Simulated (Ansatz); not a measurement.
CsTlO in space group C2/m (No. 12; Cs on 4i, Tl on 4i, O on 4i), r²SCAN (plane waves, PAW; program Ansatz), all energies at zero smearing, with the estimated change up to a 700 eV cutoff added, with one set of potentials and settings (totals compare only within such a set). Cell of 6 atoms (2 Cs, 2 Tl, 2 O): -35427.508 eV.

```
element                            reference phase  E (eV/atom)
-------  -----------------------------------------  -----------
Cs                      Im-3m, 1 atoms in the cell   -5685.9274
Tl                   P6_3/mmc, 2 atoms in the cell  -11458.5836
O        C2/m, 4 atoms in the cell, spin-polarised    -566.0281
```

Formation energy per atom, worked out: (-35427.508 − 2×(-5685.9274) − 2×(-11458.5836) − 2×(-566.0281))/6 = -1.072 eV/atom (-103 kJ per mol of atoms), at 0 K, without zero-point energy or fitted corrections.

The first step of the workflow began from a Materials Project structure, measured or hypothetical; the Crystallography Open Database copy checked does not list it. Its standing as an ambient phase is unchecked. The cell was relaxed with r²SCAN under the symmetry of its start; its stability against distortions is not shown here. The references are the lowest solids computed at this level, not always the standard phases (solids in place of the gases). Scalar-relativistic: spin–orbit coupling is off unless named, which matters more the heavier the elements.

Potentials: the later of the program's two PAW sets.
